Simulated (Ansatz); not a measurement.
# Relaxation of Al3GaN4

Theory: DFT r2SCAN, scalar-relativistic, plane waves, PAW in Ansatz 0.2.0. Run with 500 eV cutoff, 6×8×4 k-mesh, Gaussian smearing of 0.02 eV, no spin polarisation.

What was changed: strain along c alone, the other axes held, atoms relaxed: +1.5 %.

Command:

```bash
ansatz run input.yaml --threads 2 --pin off --max-ram 5120MiB --backend cpu --events-out ev --progress --plain --runs-dir out
```

Input:

```yaml
crystal:
  lattice:
    - [5.0380822266, 0.0, -4.50499e-05]
    - [0.0, 3.124948827, 0.0]
    - [-0.0032736541, 0.0, 5.4915489153]
  atoms:
    - { symbol: Al, position: [0.5002216621, 0.5, 0.1672550744] }
    - { symbol: Al, position: [0.0006683705, 0.5, 0.8349019371] }
    - { symbol: Al, position: [0.0010043256, 0.0, 0.3316444641] }
    - { symbol: Ga, position: [0.4994946875, 0.0, 0.6662044645] }
    - { symbol: "N", position: [0.1107069786, 0.0, 0.6663170127] }
    - { symbol: "N", position: [0.1226755896, 0.5, 0.1671322914] }
    - { symbol: "N", position: [0.6254135995, 0.5, 0.8406810062] }
    - { symbol: "N", position: [0.6234137865, 0.0, 0.3258647496] }
basis:
  ecutwfc: 500
kpoints:
  mp_grid: { grid: [6, 8, 4] }
hamiltonian:
  xc: r2scan
scf:
  occupations: { method: gaussian, width: 0.02 }
output:
  forces: true
  stress: true
  eigenvalues: true
  write_density: true
  write_potential: true
  elf: true
  volumetric_format: npy
relax:
  adjacent_minimum: "off"
  f_tol: 0.008
  max_steps: 40
```

F is the free energy.

Steps:

```
step F − F(1) (eV) largest force component (eV/Å)
   1         0.0000                           0.147
   2        -0.0018                           0.093
   3        -0.0034                           0.016
   4        -0.0034                           0.020
   5        -0.0034                           0.016
   6        -0.0034                           0.020
   7        -0.0034                           0.001
```

Relaxed structure:

```yaml
crystal:
  lattice:
    - [5.03808, 0.00000, -0.00005]
    - [0.00000, 3.12495, 0.00000]
    - [-0.00327, 0.00000, 5.49155]
  atoms:
    - { symbol: Al, position: [0.50074, 0.50000, 0.16688] }
    - { symbol: Al, position: [0.00121, 0.50000, 0.83521] }
    - { symbol: Al, position: [0.00155, 0.00000, 0.33206] }
    - { symbol: Ga, position: [0.50031, 0.00000, 0.66573] }
    - { symbol: N, position: [0.11025, 0.00000, 0.66499] }
    - { symbol: N, position: [0.12198, 0.50000, 0.16584] }
    - { symbol: N, position: [0.62473, 0.50000, 0.84205] }
    - { symbol: N, position: [0.62283, 0.00000, 0.32724] }
```

Symmetry: Pm, No. 6, monoclinic system. The conventional cell has a = 5.038 Å, b = 3.125 Å, c = 5.492 Å, α = 90.00°, β = 90.03°, γ = 90.00°. Around Al (site symmetry m) lie 4 N at 1.89 to 1.91 Å. Al (site symmetry m) has 4 N at 1.90 to 1.91 Å as nearest neighbours. Al (site symmetry m) has 4 N at 1.91 Å as nearest neighbours. Ga (site symmetry m) is surrounded by 4 N at 1.94 to 1.97 Å. N (site symmetry m) has 3 Al at 1.90 to 1.91 Å and 1 Ga at 1.97 Å as nearest neighbours. Around N (site symmetry m) lie 4 Al at 1.91 Å. N (site symmetry m) is surrounded by 2 Al at 1.89 to 1.90 Å and 2 Ga at 1.94 Å. Around N (site symmetry m) lie 3 Al at 1.90 to 1.91 Å and 1 Ga at 1.96 Å.

The run converged. Time: 63 s on 2 threads of Intel(R) Xeon(R) 6975P-C (Granite Rapids) (shared host), peak memory 0.71 GiB.